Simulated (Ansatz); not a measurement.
CdSe in space group P4_2/mmc (No. 131; Cd on 2c, Se on 2e) at seven volumes, DFT-PBE in the program Ansatz with PAW potentials, shape and atoms relaxed at each. One row is withheld.

```tsv
V (Å³/atom)	P (GPa)
28.047	?
28.972	2.44
29.897	1.13
30.821	0.00
31.746	-1.00
32.671	-1.85
33.595	-2.57
```

Fit the shown pressures and predict the withheld one.

P = (3/2)B₀(x^(7/2) − x^(5/2))[1 + (3/4)(B′ − 4)(x − 1)] with x = (V₀/V)^(2/3). Least squares on the six rows gives V₀ = 30.813 Å³/atom, B₀ = 35.2 GPa, B′ = 3.86. At V = 28.047, x = 1.0647 and P = 3.97 GPa. The run itself gave 4.02 GPa.

A made-up cell: these elements were put on the sites of a structure type; neither database checked (COD, Materials Project) lists it. It is not the phase usual at ambient conditions (space group No. 186, 216). The PBE relaxation kept the symmetry of its start; its stability against distortions is not shown here.

Potentials: the later of the program's two PAW sets.
